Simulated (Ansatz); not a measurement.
BAs: computed property card

BAs:
```
BAs
1.0
    3.44692     0.00000     0.00000
   -1.72346     2.98512     0.00000
    0.00000     0.00000     7.45939
B As
3 3
Direct
  0.00000   0.50000   0.33333
  0.50000   0.50000   0.66667
  0.50000   0.00000   0.00000
  0.00000   0.50000   0.83333
  0.50000   0.50000   0.16667
  0.50000   0.00000   0.50000
```

Space group P6_422 (No. 181); conventional cell a = b = 3.4469 Å, c = 7.4594 Å, α = β = 90.00°, γ = 120.00°.

Method: DFT-r²SCAN in the program Ansatz with PAW potentials. Geometry: relaxed at this level of theory. Other levels are named where they apply.

### Cell and energy

- Volume per atom = 12.79 Å³
- Density = 5.56 g/cm³

### Electronic structure

* **Band gap**: 0.67 eV (indirect)
* **Valence-band maximum**: at Γ
* **Conduction-band minimum**: at M (3 equivalent valleys)
* **Smallest direct gap on the standard path**: 2.49 eV
* **Electron effective mass**: 0.20, 0.33, 0.34 mₑ (principal values)
* **Hole effective mass**: 0.18, 0.44, 0.44 mₑ (principal values)
* **HSE06 gap on the r²SCAN cell**: 0.97 eV
* **Gap with spin–orbit coupling**: 0.67 eV

### Mechanics

- Bulk modulus (Birch–Murnaghan fit) = 144 GPa
- Pressure derivative B′ = 4.2
- Elastic constants (relaxed ions, GPa) = C11 = 341, C12 = 35.7, C13 = 55.2, C33 = 322, C44 = 171
- Mechanical stability = stable (all eigenvalues of C positive)
- Hill bulk and shear moduli = 144 and 155 GPa
- Young's modulus = 343 GPa
- Poisson's ratio = 0.10
- Debye temperature from the elastic constants = 736 K
- Piezoelectric stress constants (proper, relaxed ions, C/m²) = e14 = 0.40, e25 = -0.40

### Charges

- Bader charges: B +0.15, As -0.15 e

The start of the workflow was typed in or built on a structure type; neither database checked (COD, Materials Project) lists it. It is not the phase usual at ambient conditions (space group No. 216). Symmetry was held in the r²SCAN relaxation; whether a distortion lowers the energy is not shown. Signs of piezoelectric constants follow the polarity of the cell as given. Spin–orbit coupling is left out wherever it is not named.

Potentials: the later of the program's two PAW sets.
